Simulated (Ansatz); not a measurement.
## ScB₂

```
Sc B
1.0
     3.15000    0.00000    0.00000
    -1.57500    2.72798    0.00000
     0.00000    0.00000    3.52000
Sc B
1 2
Direct
  0.00000 0.00000 0.00000
  0.33333 0.66667 0.50000
  0.66667 0.33333 0.50000
```

Atoms are numbered in the order listed.

The geometry is COD entry 1510831, unchecked; take it as a test cell.

Spin polarisation is left out, and whether a magnetic state lies lower isn't shown here.

Levels of theory: DFT, PBEsol, all-electron LAPW, scalar-relativistic (Ansatz 0.2.0); DFT, PBEsol, PAW with Ansatz's default frozen-core files, scalar-relativistic (Ansatz 0.2.0).

For LAPW: a Γ-centred 12×12×9 k mesh, Fermi–Dirac smearing of 0.03 eV, basis error target 1 meV/atom, no spin polarisation. PAW takes a cutoff of 420 eV at this cell (files made with PBE, cores remade for this functional). The Ansatz runs share mesh, smearing and spin set-up. Values come from LAPW unless marked.

```json
{
  "Pressure at this cell": "-4.86 GPa",
  "Band gap": "none: with an odd electron count and no spin polarisation the bands can't all be full, a metal in this set-up (spin order or a larger cell could open a gap)",
  "Stress xx, yy, zz (compression positive)": "-4.91, -4.91, -4.77 GPa",
  "Density of states at the Fermi level (0.2 eV bin)": "0.95 states/eV per cell",
  "Löwdin charges (with 0.03 e of the cell spilling out of the atomic basis, so their sizes and signs hang on that basis)": "Sc1 0.89, B2 -0.43 e",
  "Bader charges (from the PAW run)": "Sc1 +1.50, B2 -0.75 e",
  "Volume per atom": "10.08 Å³"
}
```
